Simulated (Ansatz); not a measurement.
## Ta₂Ge: from a starting cell to a relaxed one

The relaxed structure here is a generated cell of Ta2Ge: the first start was made by placing the elements on the sites of a structure type, and the end was not matched to a known phase here, so it may be hypothetical.

The start is a generated cell, Ta2Ge placed in the AFLOW prototype AB2_hP6_194_b_f (as in CaIn2). The structure is fully relaxed (lattice and positions, P = 0) with r2SCAN (plane waves to 500 eV, PAW, scalar-relativistic; Ansatz, an electronic-structure program). The first steps use a coarse 6×6×4 k-mesh.

Starting cell:
```yaml
crystal:
  lattice:
    - [4.27119, 0.00000, 0.00000]
    - [-2.13560, 3.69896, 0.00000]
    - [0.00000, 0.00000, 6.76235]
  atoms:
    - { symbol: Ge, position: [0.00000, 0.00000, 0.25000] }
    - { symbol: Ge, position: [0.00000, 0.00000, 0.75000] }
    - { symbol: Ta, position: [0.33333, 0.66667, 0.04500] }
    - { symbol: Ta, position: [0.66667, 0.33333, 0.54500] }
    - { symbol: Ta, position: [0.66667, 0.33333, 0.95500] }
    - { symbol: Ta, position: [0.33333, 0.66667, 0.45500] }
```

Task: How does the volume per atom move from start to end?

Result: -1.4 %, from 17.81 to 17.55 Å³/atom.

Task: How do the shortest distances between atoms change?

Result: The closest pairs of elements (up to four, under 3.6 Å), start → end: Ta–Ta 2.54 → 2.71 Å; Ge–Ge 3.38 → 2.76 Å; Ge–Ta 2.83 → 3.04 Å.

Task: Is the relaxed structure metallic? Give its gap.

Result: No gap (metallic).

Task: Write out the relaxed structure.

Result: 
Space group P6/mmm (No. 191); a = b = 4.690 Å, c = 2.764 Å, α = β = 90.00°, γ = 120.00°

```csv
atom,site,symmetry,x,y,z
Ge,1b,6/mmm,0.0000,0.0000,0.5000
Ta,2c,-6m2,0.3333,0.6667,0.0000
```

Final values are on a 12×12×17 k-mesh of the relaxed cell. The start holds a very short contact (Ta–Ta 2.54 Å). No spin polarisation in the result.

The run could not lower the symmetry of its start; a shaken copy of this end point relaxes with r2SCAN to Pmmn (No. 59), 0.74 eV/atom lower.
